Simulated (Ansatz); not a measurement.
Ba$_{2}$TaBiO$_{6}$:
Space group R-3, hexagonal axes (No. 148); a = b = 6.0940 Å, c = 14.7172 Å, α = β = 90.00°, γ = 120.00°

```
atom  site  symmetry       x       y       z
----  ----  --------  ------  ------  ------
Ba      6c        3.  0.0000  0.0000  0.2511
Ta      3b       -3.  0.0000  0.0000  0.5000
Bi      3a       -3.  0.0000  0.0000  0.0000
O      18f         1  0.1285  0.3633  0.0888
```
(The calculation used a cell of 10 atoms; values per cell refer to that cell.)

Relaxed with r²SCAN.

Give the optical modes at the zone centre with their infrared activity from DFPT, plane-wave PAW r²SCAN (Ansatz code).

Transverse frequencies, without the LO–TO term; a row sums one degenerate level.

```
ω (cm⁻¹)  degeneracy  IR ((D/Å)²/amu)     activity  symmetry
--------  ----------  ---------------  -----------  --------
23                 2             0.00  IR-inactive        Eg
71                 1            36.66           IR        Au
89                 1             0.00  IR-inactive        Ag
92                 2           104.22           IR        Eu
107                2            10.15           IR        Eu
111                1            18.99           IR        Au
116                2             0.00  IR-inactive        Eg
180                2             3.14           IR        Eu
182                1             0.00  IR-inactive        Ag
217                1            26.76           IR        Au
238                1             1.93           IR        Au
239                2            74.80           IR        Eu
347                1             0.00  IR-inactive        Ag
372                2             0.00  IR-inactive        Eg
383                1            40.16           IR        Au
400                2            64.96           IR        Eu
546                2             0.00  IR-inactive        Eg
776                1             0.00  IR-inactive        Ag
```

How high does the top mode go among those that the LO–TO term moves?

641 cm⁻¹ for q along x, 641 cm⁻¹ for q along y, 637 cm⁻¹ for q along z.

The workflow started from a Materials Project entry (that database holds measured and hypothetical structures alike); the Crystallography Open Database copy checked does not list it. Its standing as an ambient phase is unchecked. The cell was relaxed with r²SCAN under the symmetry of its start; its stability against distortions is not shown here. The run is not spin-polarised. Scalar-relativistic: spin–orbit coupling is off unless named, which matters more the heavier the elements.

Potentials: the later of the program's two PAW sets.
